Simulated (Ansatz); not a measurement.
# FeCo4 (P6_3/mmc) at 2 levels of theory

One geometry, relaxed with PBE; plane waves with PAW potentials in Ansatz, scalar-relativistic. Collinear spin, ending at 17.8 μB a primitive cell. Gaps are the least over mesh and band path; pressure is positive in compression.

```
Fe Co
1.0
     2.49533    0.00000    0.00000
    -1.24767    2.16102    0.00000
     0.00000    0.00000   20.51724
Fe Co
2 8
Direct
  0.33333 0.66667 0.25000
  0.66667 0.33333 0.75000
  0.33333 0.66667 0.04953
  0.33333 0.66667 0.45047
  0.33333 0.66667 0.64702
  0.33333 0.66667 0.85298
  0.66667 0.33333 0.14702
  0.66667 0.33333 0.35298
  0.66667 0.33333 0.54953
  0.66667 0.33333 0.95047
```

```json
{"level": "PBE", "cutoff (eV)": "420", "k mesh": "18×18×2", "gap (eV)": "0", "pressure (GPa)": "0.0", "largest moment (μB)": "2.48"}
```

Task: What comes out on the same cell with PBEsol?

Result:
```
 level  cutoff (eV)   k mesh  gap (eV)  pressure (GPa)  largest moment (μB)
PBEsol          420  18×18×2         0            -9.9                 2.44
```

The cell was found from a structure generator's guess, not taken from experiment.
